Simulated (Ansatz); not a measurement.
**Lattice vibrations of Sc2SO at Γ**

The calculation used DFT PBE, scalar-relativistic, plane waves, PAW in Ansatz. Plane waves to 420 eV; Γ-centred k mesh 12×12×10; Fermi-Dirac smearing of 0.15 eV. No spin polarisation. Phonons by linear response, acoustic sum rule imposed.

Equilibrium structure at this level:
```yaml
crystal:
  lattice:
    - [3.47327, 0.00000, 0.00000]
    - [0.00000, 3.47327, 0.00000]
    - [0.00000, 0.00000, 4.90029]
  atoms:
    - { symbol: Sc, position: [0.00000, 0.00000, 0.50000] }
    - { symbol: Sc, position: [0.50000, 0.50000, 0.00000] }
    - { symbol: S, position: [0.50000, 0.50000, 0.50000] }
    - { symbol: O, position: [0.00000, 0.00000, 0.00000] }
```

Its imaginary modes show that this cell, built by swapping an element in a database structure, isn't a minimum of the energy. In a metal, frequencies and elastic constants depend on the k mesh and the smearing, soft modes and shear constants most. A semilocal functional can close a gap that the real compound has.

Optical modes at Γ; i marks an imaginary frequency:
| frequency (cm⁻¹) | degeneracy |
| --- | --- |
| 124i | 1 |
| 37i | 2 |
| 207 | 2 |
| 255 | 1 |
| 426 | 2 |
| 443 | 1 |

3 of the 9 optical modes are unstable, so the structure is a saddle point of the energy and would distort without enlarging its cell.

Whether Sc2SO exists in this form wasn't checked.